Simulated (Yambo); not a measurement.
Yambo run on CsVN2 (space group Fd-3m, No. 227). The wavefunctions come from this Quantum ESPRESSO step (LDA, PseudoDojo standard norm-conserving files, scalar-relativistic):

```
&CONTROL
  calculation = 'nscf'
  pseudo_dir = './pseudo'
  outdir = './out'
/
&SYSTEM
  ibrav = 0
  nat = 8
  ntyp = 3
  ecutwfc = 84.0
  ecutrho = 336.0
  occupations = 'fixed'
  force_symmorphic = .true.
  nbnd = 217
/
&ELECTRONS
  conv_thr = 8e-09
  diago_full_acc = .true.
  diago_thr_init = 1e-08
/
ATOMIC_SPECIES
N 14.0070 N.upf
V 50.9415 V.upf
Cs 132.9055 Cs.upf
CELL_PARAMETERS angstrom
  0.000000000000   4.171935000000   4.171935000000
  4.171935000000   0.000000000000   4.171935000000
  4.171935000000   4.171935000000   0.000000000000
ATOMIC_POSITIONS crystal
N   0.125000000000   0.125000000000   0.125000000000
N   0.625000000000   0.125000000000   0.125000000000
N   0.125000000000   0.125000000000   0.625000000000
N   0.125000000000   0.625000000000   0.125000000000
V   0.250000000000   0.250000000000   0.250000000000
V   0.000000000000   0.000000000000   0.000000000000
Cs   0.750000000000   0.750000000000   0.750000000000
Cs   0.500000000000   0.500000000000   0.500000000000
K_POINTS automatic
2 2 2 0 0 0
```

Yambo input:

```
rim_cut
gw0
dyson
el_el_corr
HF_and_locXC
ppa
em1d
RandQpts= 1000000
RandGvec= 1 Ry
EXXRLvcs= 84 Ry
VXCRLvcs= 336 Ry
Chimod= "HARTREE"
% BndsRnXp
 3 | 214 |
%
NGsBlkXp= 7 Ry
% LongDrXp
 1.0 | 1.0 | 1.0 |
%
PPAPntXp= 27.2114 eV
% GbndRnge
 1 | 214 |
%
GTermKind= "BG"
DysSolver= "n"
ExtendOut
% QPkrange
 1 | 1 | 32 | 33 |
 2 | 2 | 32 | 33 |
 3 | 3 | 32 | 33 |
%
```

k points by index: 1 = Γ, 2 = L, 3 = X.

The o-*.qp file then holds:

```
#    K-point    Band    Eo [eV]    E [eV]    E-Eo [eV]    Vxc [eV]    Vnlxc [eV]    Sc|Eo [eV]    Sc|E [eV]    dSc/dw|Eo [eV]    Re(Z)    Im(Z)
#
    1    32    -0.019609    0.141124    0.160733    -16.47915    -19.17120    2.906563    2.852784    -9.111702    0.749144    -0.001889
    1    33    0.534689    1.496382    0.961693    -21.13633    -14.31095    -5.538695    -5.863682    -9.194055    0.747450    -0.001662
    2    32    0.000000    0.166025    0.166025    -16.52827    -19.22250    2.915841    2.860250    -9.117832    0.749018    -0.001773
    2    33    0.923357    1.836669    0.913313    -20.46523    -13.89951    -5.352599    -5.652412    -8.931153    0.752887    -0.001614
    3    32    -0.939163    -0.864230    0.074933    -15.60625    -18.61147    3.104827    3.080155    -8.975833    0.751957    -0.001835
    3    33    1.471919    2.338591    0.866671    -19.90309    -13.23710    -5.511356    -5.799319    -9.039537    0.750636    -0.001715
```
(The two width columns are left out.) Convergence of these settings isn't established.

Geometry of the Materials Project entry, not relaxed at this level.

The structure is a Materials Project entry; no match was found in the copy of COD used, and its stability was not checked.

The runs are not spin-polarised; magnetic order was not tried.
